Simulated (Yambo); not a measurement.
```xyz
8
Lattice="0.0000 4.1719 4.1719 4.1719 0.0000 4.1719 4.1719 4.1719 0.0000" Properties=species:S:1:pos:R:3 pbc="T T T"
N      1.0430     1.0430     1.0430
N      1.0430     3.1290     3.1290
N      3.1290     3.1290     1.0430
N      3.1290     1.0430     3.1290
V      2.0860     2.0860     2.0860
V      0.0000     0.0000     0.0000
Cs     6.2579     6.2579     6.2579
Cs     4.1719     4.1719     4.1719
```

CsVN2 (space group Fd-3m, No. 227): mean Im ε in 1 eV windows above the direct gap of 1.36 eV, for different electron-hole kernels (Yambo, broadening 0.15 eV, norm-conserving LDA (Quantum ESPRESSO, 84 Ry, scalar-relativistic) bands; 4×4×4 mesh, 12 valence and 11 conduction bands, static screening with 84 bands and a 3 Ry block, scissor 0.80 eV, Tamm-Dancoff; field along x).

```
window (eV)  independent quasiparticles  RPA (no attraction)   BSE
-----------  --------------------------  -------------------  ----
1.4 to 2.4                           26                   25    25
2.4 to 3.4                           12                   13  10.0
3.4 to 4.4                          4.0                  4.3   3.4
4.4 to 5.4                          2.6                  3.0   2.8
```

This run doesn't resolve bound excitons or single peaks, so only averages are given, and they too depend on the mesh; weight that the attraction moves below the gap isn't listed. All transitions below 6.18 eV are in the band window. The scissor comes from a G0W0 run whose convergence isn't established.

The 3d shell has no Hubbard U; the runs are without spin polarisation, and magnetic order was not tried.

Geometry of the Materials Project entry, not relaxed at this level.

The structure is a Materials Project entry; no match was found in the copy of COD used, and its stability was not checked.
